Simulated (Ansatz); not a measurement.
Relaxed Pt (fcc, Cu type):

```xyz
4
Lattice="3.9703 0.0000 0.0000 0.0000 3.9703 0.0000 0.0000 0.0000 3.9703" Properties=species:S:1:pos:R:3 pbc="T T T"
Pt     0.0000     0.0000     0.0000
Pt     1.9851     1.9851     0.0000
Pt     1.9851     0.0000     1.9851
Pt     0.0000     1.9851     1.9851
```

Level of theory: PBE (plane waves to 420 eV, PAW, scalar-relativistic; Ansatz, a program for electronic structure). k mesh 10×10×10 (Γ-centred), Fermi-Dirac smearing 0.05 eV. With partly filled bands, energies and forces of such displacements shift with the k mesh and the smearing. Pt is run without spin polarisation. Pt was relaxed with its symmetry unable to fall. Spin-orbit coupling is left out, though Pt is heavy.

One atom of the cell was then moved (with its periodic images), all else fixed, and the forces (eV/Å) came out as:

```csv
atom,Fx,Fy,Fz
Pt1,-2.418,-2.418,-2.418
Pt2,1.306,1.306,-0.194
Pt3,1.306,-0.194,1.306
Pt4,-0.194,1.306,1.306
```

Question: Which atom was moved, and by which vector (Å)?

Answer: Pt1, by (0.19, 0.19, 0.19), 0.34 Å in all.

(A displaced cell: forces are minus the slopes of the energy, force constants its curvatures, and phonons follow from these.)
